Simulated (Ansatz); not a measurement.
An Ansatz (an electronic-structure program) run. Input:

Ansatz 0.2 input:
```yaml
crystal:
  lattice:
    - [3.4602558375, 1.9977796393, 6.7112952738]
    - [-3.4602558375, 1.9977796393, 6.7112952738]
    - [0.0, -3.9955592785, 6.7112952738]
  atoms:
    - { symbol: Cr, position: [0.3336558896, 0.3336558896, 0.3336558896], spin: 3.27 }
    - { symbol: Cr, position: [0.6663441104, 0.6663441104, 0.6663441104], spin: 3.27 }
    - { symbol: I, position: [0.0765492277, 0.7251736954, 0.4313536301], spin: -0.11 }
    - { symbol: I, position: [0.4313536301, 0.0765492277, 0.7251736954], spin: -0.11 }
    - { symbol: I, position: [0.7251736954, 0.4313536301, 0.0765492277], spin: -0.11 }
    - { symbol: I, position: [0.9234507723, 0.2748263046, 0.5686463699], spin: -0.11 }
    - { symbol: I, position: [0.5686463699, 0.9234507723, 0.2748263046], spin: -0.11 }
    - { symbol: I, position: [0.2748263046, 0.5686463699, 0.9234507723], spin: -0.11 }
kpoints:
  mp_grid: { grid: [5, 5, 5] }
hamiltonian:
  xc: r2scan
  dispersion: d4
  pseudopotentials: { kind: paw }
magnetization: { spin_polarized: true }
scf:
  occupations: { method: gaussian, width: 0.02 }
checkpoint: { read: static.run }
output: { write_density: true, elf: true, volumetric_format: npy }
basis: { fft_grid_basis: typed }
```

Output (shortened):

```
Pseudopotentials: kind: paw
Pseudopotential: Cr, paw, valence charge 14
Pseudopotential: I, paw, valence charge 17
Functional definition: r2SCAN
Crystal: 8 atoms, lattice volume = 278.364 Å³
Basis set: ecut = 500 eV, 7069 PW (Γ), exchange–correlation on 240×240×240 points (64 copies of the dense FFT grid, shifted against one another)
Bands: 83, of which v1, the nominal top of the filled ones, is band 65 counted from 1 (64 counted from 0)
Symmetry: 6 space group operations
Space group: R-3 (ITA 148), of the structure as read, at distance tolerance 6.5e-5 Å
k-points: 23 of 125
PAW frozen core: Cr, regenerated for the run's functional
PAW frozen core: I, regenerated for the run's functional
Initial density: read from a saved state, or passed on in memory by an earlier SCF of this step, an earlier step, the calling program or the single point that …
Stability of the state it starts from, as read at its close in the collinear treatment (another_mixer)
Starting moments: Σ|m| = 7.2 μB on 8 of 8 sites; this step starts from the density that it was given
Initial wavefunctions: pseudopotential atomic-orbital guess
Eigensolver: davidson
Functional: x = r2scan, c = r2scan; τ floored in thin density (d = 2e-4 eV/Å³)
iter 1 solved again at ethr=1.29e-6 eV; its pass at ethr=3.10e-3 eV (dr2=1.68e-3 eV) is discarded
SCF iter   1: F=—  HF=-51939.831793 eV  |F-HF|=—  |Δ(HF+E_count)|=         —  Δρ=4.48e-7 (↑3.35e-7 ↓4.48e-7)  dr2=6.16e-9  dr2_τ=3.59e-11  dr2_m=4.61e-11  M=6.000 μB ∫|m|=7.548 μB  β_m=1.20  ethr=1.29e-6  ⟨swp⟩=4.8  Hψ=27014  notcnv=0
all-band conjugate gradients solve this SCF's bands
preconditioner: auto → Resta (q_TF=auto, 2.403 Å⁻¹)
spin=Collinear: Resta preconditioning applied to the charge; magnetization (m = ρ↑ − ρ↓) channel mixes plain (no charge-response kernel on spin).
SCF iter   2: F=—  HF=-51939.831688 eV  |F-HF|=—  |Δ(HF+E_count)|=   1.05e-4  Δρ=5.20e-7 (↑5.20e-7 ↓4.03e-7)  dr2=4.54e-9  dr2_τ=6.76e-11  dr2_m=5.16e-11  M=6.000 μB ∫|m|=7.548 μB  β_m=1.20  ethr=4.74e-12  ⟨swp⟩=9.3  Hψ=17153  notcnv=0  κ⁻¹=1.0e0(r=1)
SCF iter   3: F=-51939.831688 eV  HF=-51939.831688 eV  |F-HF|=6.33e-10  |Δ(HF+E_count)|=  2.91e-10  Δρ=2.09e-7 (↑1.10e-7 ↓2.09e-7)  dr2=7.71e-10  dr2_τ=8.95e-12  dr2_m=1.81e-11  M=6.000 μB ∫|m|=7.548 μB  ethr=3.49e-12  ⟨swp⟩=1.0  Hψ=7821  notcnv=0
SCF 1 converged in 3 iterations: F = -51939.831688 eV  dr2 = 7.71e-10
Stability not checked (another_mixer)
SCF converged after 3 iterations
Magnetization: 6.0000 μB (68.0000 up, 62.0000 down)
Absolute magnetization: 7.5524 μB (∫|ρ↑−ρ↓|, with the PAW one-centre terms)
Spin contamination: 0.2632 ħ² per cell (⟨S²⟩ above its minimum at these occupations)
Per-site moments (μB) at R_I (Å): [(3.0743002066651184, 1.1270152199179706), (3.0743002066651184, 1.1270152199179715), (-0.07363343064298719, 1.1270152199179715), (-0.07363343064298729, 1.1270152199179715), (-0.07363343064298704, 1.1270152199179715), (-0.0736334306429872, 1.1270152199179708), (-0.07363343064298751, 1.1270152199179708), (-0.07363343064298737, 1.1270152199179706)]
Free energy (F): -51939.831688 eV
Harris-Foulkes:  -51939.831688 eV  (|F-HF|=6.33e-10)
Internal energy: -51939.831688 eV  (E = F + TS)
E sigma→0 (E₀):  -51939.831688 eV
Fermi energy:    6.541281 eV
--- Per-component energies (eV) ---
  E_band       = -3004.476011
  E_kinetic    = 1812.030917
  E_local      = -17236.455127  (includes V_loc(G=0)·N_el)
  E_nonlocal   = -377.497229
  E_hartree    = 8510.044708
  E_xc         = -996.085538
  E_vxc        = -1230.306254  (∫ρ·V_xc dr)
  E_paw        = -31443.184190  (= ΣΔE_a)
  E_vpaw       = -3065.638948  (= ΣTr[D̂ρ^β])
  E_aug_tail   = 0.000219  (compensation charges beyond the density's cutoff)
  E_vtau       = 73.302687  (kinetic-family band-sum trace: ∫τ·v_τ [+ j·A + Jᵃ·Aᵃ] dr)
  E_ewald      = -12207.550634
  E_disp       = -1.028477  (pairwise vdW)
  E_core_change = -0.106337  (= ΣΔE_core)
  E_smearing   =  0.000000  (= −TS)
  E_closure    =  0.000000  (closes the sum)
  Σ components = -51939.831688   (vs F -51939.831688, Δ=0.00e0)
  [band-id]    e_kinetic+e_local+e_nonlocal+2·e_hartree+e_vxc+e_vpaw+e_augmentation_tail+e_vtau = -3004.474320   (vs E_band -3004.476011, Δ=1.69e-3)
--- Band table (eV; the first three rows and the last of 46) ---
  k-point 0 ↑: bands = ["-69.8639", "-69.8637", "-40.0532", "-40.0530", "-40.0530", "-40.0503", "-40.0503", "-40.0472", "-39.3605", "-39.3575", "-39.3575", "-39.3511", "-39.3509", "-39.3509", "-39.3509", "-39.3509", "-39.3483", "-39.3483", "-39.3482", "-39.3482", "-39.2645", "-39.2643", "-39.2643", "-39.2641", "-39.2641", "-39.2637", "-39.2459", "-39.2459", "-39.2459", "-39.2456", "-39.2452", "-39.2452", "-39.2271", "-39.2257", "-39.2257", "-39.2244", "-39.2244", "-39.2230", "-7.3274", "-6.3391", "-6.1586", "-6.1586", "-6.0566", "-6.0566", "1.3355", "1.4260", "2.2855", "2.2855", "2.3558", "2.3558", "2.7117", "3.2705", "3.2805", "3.2805", "3.7108", "3.7108", "4.1471", "4.2261", "4.3112", "4.3112", "4.6731", "4.6731", "4.6904", "5.3958", "5.3958", "5.7147", "5.8562", "5.8562", "7.4327", "7.4327", "7.7026", "7.7026", "11.3783", "11.3832", "11.9429", "12.8466", "12.9845", "12.9845", "13.0111", "13.0111", "14.1321", "14.6029", "14.6029"]
  k-point 1 ↑: bands = ["-69.8638", "-69.8637", "-40.0538", "-40.0530", "-40.0523", "-40.0503", "-40.0501", "-40.0475", "-39.3603", "-39.3574", "-39.3573", "-39.3512", "-39.3511", "-39.3510", "-39.3509", "-39.3509", "-39.3484", "-39.3483", "-39.3483", "-39.3481", "-39.2645", "-39.2643", "-39.2643", "-39.2641", "-39.2641", "-39.2637", "-39.2460", "-39.2458", "-39.2457", "-39.2456", "-39.2453", "-39.2452", "-39.2269", "-39.2259", "-39.2257", "-39.2244", "-39.2243", "-39.2231", "-7.2342", "-6.3100", "-6.2777", "-6.1870", "-6.0787", "-6.0630", "1.3308", "1.5368", "2.2228", "2.2467", "2.2959", "2.5638", "2.9348", "3.1903", "3.2587", "3.5373", "3.6742", "3.8812", "3.9829", "4.0849", "4.3515", "4.5166", "4.5543", "4.7323", "4.7499", "5.3018", "5.3301", "5.4332", "5.7021", "5.7916", "7.3589", "7.4450", "7.5829", "7.6821", "11.3476", "11.8264", "12.3403", "12.4568", "12.7555", "12.8635", "13.5403", "13.6437", "13.8977", "14.0201", "14.3549"]
  k-point 2 ↑: bands = ["-69.8638", "-69.8638", "-40.0541", "-40.0529", "-40.0520", "-40.0504", "-40.0493", "-40.0483", "-39.3599", "-39.3573", "-39.3569", "-39.3517", "-39.3513", "-39.3510", "-39.3509", "-39.3509", "-39.3488", "-39.3484", "-39.3483", "-39.3480", "-39.2646", "-39.2644", "-39.2643", "-39.2641", "-39.2640", "-39.2637", "-39.2461", "-39.2458", "-39.2456", "-39.2456", "-39.2453", "-39.2453", "-39.2266", "-39.2260", "-39.2257", "-39.2245", "-39.2240", "-39.2234", "-6.9937", "-6.5663", "-6.2292", "-6.2182", "-6.1216", "-6.1086", "1.3117", "1.8256", "2.1090", "2.3878", "2.5083", "2.7553", "2.9440", "3.1606", "3.2642", "3.3841", "3.6520", "3.7506", "4.1189", "4.2650", "4.3190", "4.3966", "4.5780", "4.8522", "4.8818", "5.0259", "5.1443", "5.2936", "5.6617", "5.7002", "7.3293", "7.4776", "7.4974", "7.5901", "10.9834", "11.9257", "12.0558", "12.7486", "13.0008", "13.1516", "13.2793", "13.3449", "13.6458", "13.7240", "14.1058"]
  k-point 22 ↓: bands = ["-65.8783", "-65.8782", "-39.3867", "-39.3864", "-39.3859", "-39.3852", "-39.3847", "-39.3844", "-39.3797", "-39.3796", "-39.3796", "-39.3784", "-39.3778", "-39.3777", "-39.2763", "-39.2763", "-39.2762", "-39.2759", "-39.2758", "-39.2755", "-39.2562", "-39.2560", "-39.2559", "-39.2557", "-39.2553", "-39.2553", "-39.2312", "-39.2311", "-39.2305", "-39.2299", "-39.2299", "-39.2299", "-36.0276", "-36.0252", "-36.0104", "-36.0100", "-36.0059", "-36.0054", "-7.1627", "-6.6206", "-6.4150", "-6.3333", "-6.1590", "-6.1498", "1.5852", "2.3845", "2.4763", "2.5745", "2.7936", "2.8998", "3.3212", "3.4323", "3.6052", "3.9026", "4.0134", "4.1367", "4.2860", "4.6723", "5.0055", "5.0558", "5.1206", "5.4579", "8.5178", "8.6501", "8.7096", "8.7644", "8.8031", "8.8636", "9.0782", "9.1043", "9.1872", "9.2710", "11.6432", "12.5464", "12.9925", "13.4674", "13.7265", "13.7987", "13.8901", "14.1727", "14.2639", "14.3871", "14.6379"]
  band table: 83 of 83 bands, residual norms ≤ 1.0e-3 eV
```

Cost: roughly 2.1 core-minutes on shared cores.

Symmetry was held in the r²SCAN+D4 relaxation. The final state is ferromagnetic, chosen from 4 collinear starts compared on coarse meshes (ties went to the first, and starts can fall back to one state), not a proven ground state. The volume moved by 23 % from the start of the relaxation. Other orbital occupations within this spin state were not tried. No Hubbard U is applied. Point labels and valley counts follow the cell and symmetry of the run, lower than the named group. Spin–orbit coupling is left out wherever it is not named.

Potentials: the later of the program's two PAW sets.

Ansatz is a plane-wave DFT program.
